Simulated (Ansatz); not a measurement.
Computed properties of Si₂Ni

```
CELL_PARAMETERS angstrom
0.00000 2.69750 2.69750
2.69750 0.00000 2.69750
2.69750 2.69750 0.00000
ATOMIC_POSITIONS crystal
Si 0.25000 0.25000 0.25000
Si 0.75000 0.75000 0.75000
Ni 0.00000 0.00000 0.00000
```

Atoms are numbered in the order listed.

Conventional cell: a = 5.395 Å, b = 5.395 Å, c = 5.395 Å, α = 90.00°, β = 90.00°, γ = 90.00°. Si (atom 1) has 4 Ni at 2.34 Å as nearest neighbours. Ni (atom 3) has 8 Si at 2.34 Å as nearest neighbours.

The cell is COD entry 9009024, as deposited and not checked against the literature; nothing was relaxed. It is an old determination, and later ones may differ.

All numbers are computed: DFT, PBE, all-electron LAPW, scalar-relativistic (Ansatz 0.2.0); DFT, PBE, PAW with Ansatz's default frozen-core files, scalar-relativistic (Ansatz 0.2.0).

For LAPW: a Γ-centred 11×11×11 k mesh, Fermi–Dirac smearing of 0.05 eV, basis error target 0.5 meV/atom, spin-polarised from start moments Ni3 1.5 μB (the moments died away, and the run ended non-magnetic). PAW takes a cutoff of 420 eV at this cell. The Ansatz runs share mesh, smearing and spin set-up. Values come from LAPW unless marked.

| Property | Result |
| --- | --- |
| Pressure at this cell | 4.27 GPa |
| Band gap | none: bands cross the Fermi level, a metal |
| Density of states at the Fermi level (0.2 eV bin) | 0.86 states/eV per cell |
| Löwdin charges (with 0.36 e of the cell spilling out of the atomic basis, so their sizes and signs hang on that basis) | Si1 -0.12, Ni3 0.60 e |
| Bader charges (from the PAW run) | Si1 +0.44, Ni3 -0.88 e |
| Volume per atom | 13.09 Å³ |
